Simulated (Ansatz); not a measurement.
The elements of this relaxed trial crystal are hidden behind letters.

```
lattice vectors (Å)
  -2.2550    2.2550   15.8759
   2.2550   -2.2550   15.8759
   2.2550    2.2550  -15.8759
fractional positions
X 0.8001 0.8001 0.0000
X 0.1999 0.1999 0.0000
Z 0.6954 0.6954 0.0000
Z 0.3046 0.3046 0.0000
Z 0.9031 0.9031 0.0000
Z 0.5000 0.5000 0.0000
Z 0.0969 0.0969 0.0000
Q 0.4024 0.4024 0.0000
Q 0.0000 0.0000 0.0000
Q 0.5976 0.5976 0.0000
```

These are results of DFT PBE, scalar-relativistic, plane waves, PAW in Ansatz 0.2.0, not measurements. Cutoff 420 eV, Γ-centred 12×12×12 mesh (10-atom cell), Gaussian smearing of 0.02 eV, no spin polarisation.

- Space group: I4/mmm (No. 139)
- Conventional cell: a = 4.510 Å, c = 31.752 Å
- Volume per atom: 32.29 Å³
- Density: 7.86 g/cm³
- Energy over the elements: −0.482 eV/atom
- Gap on the 12×12×12 mesh of the 10-atom cell: 0.42 eV

Energies are uncorrected and count from the elements' standard states at the same level.

Problem. X is a p-block element of period 5, Z is a p-block element of period 6 and Q is a p-block element of period 4. Which elements are they?

Solution. X = Te, Z = Pb, Q = Se, so the formula is Te2Pb5Se3. Density times volume gives a mean mass of 7.86 × 32.29/1.6605 = 152.8 u per atom, and this set has 152.8 u. Te has 6 Pb at 3.19–3.32 Å; Pb on a site of symmetry 4mm is surrounded by 1 Se at 3.10 Å and 5 Te at 3.19–3.32 Å; Se on a site of symmetry 4mm is surrounded by 6 Pb at 3.10–3.19 Å; 3 more sites not described. Other sets within the hints have nearly the same mass, so mass alone doesn't settle it; this one was computed.

Spin–orbit coupling, which can matter for Pb and Te, is left out. Kohn–Sham gaps at this level usually fall short of measured ones. The missing spin–orbit coupling can work the other way here. Symmetry constrained the relaxation, so the result can be a saddle point.
